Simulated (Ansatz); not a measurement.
TaAs (I4_1md), relaxed and computed with several functionals in Ansatz (plane waves, PAW).

| functional | a (Å) | c (Å) | V (Å³/atom) | B₀ by P(V) fit (GPa) |
|---|---|---|---|---|
| PBE | 3.463 | 11.737 | 17.59 | 174 |
| LDA | ___ | ___ | ___ | ___ |
| r²SCAN | 3.441 | 11.716 | 17.34 | 186 |
| PBEsol | 3.429 | 11.584 | 17.02 | 189 |

Task: Some entries are withheld; supply them.

Result: 
- LDA, a (Å): 3.405
- LDA, c (Å): 11.511
- LDA, V (Å³/atom): 16.68
- LDA, B₀ by P(V) fit (GPa): 197

All cells were relaxed under the symmetry of their starts (and spin orders); stability against distortions was not tested throughout. Named crystals with no word on spin ran without spin polarisation. Scalar-relativistic: spin–orbit coupling is off unless named, which matters more the heavier the elements.

Potentials: the earlier of the program's two PAW sets. The files were generated under PBE; for other functionals the program regenerates the frozen cores, and for LDA and PBEsol the local potential too.

Ansatz (a quantum-chemistry and plane-wave program) is a plane-wave DFT program.
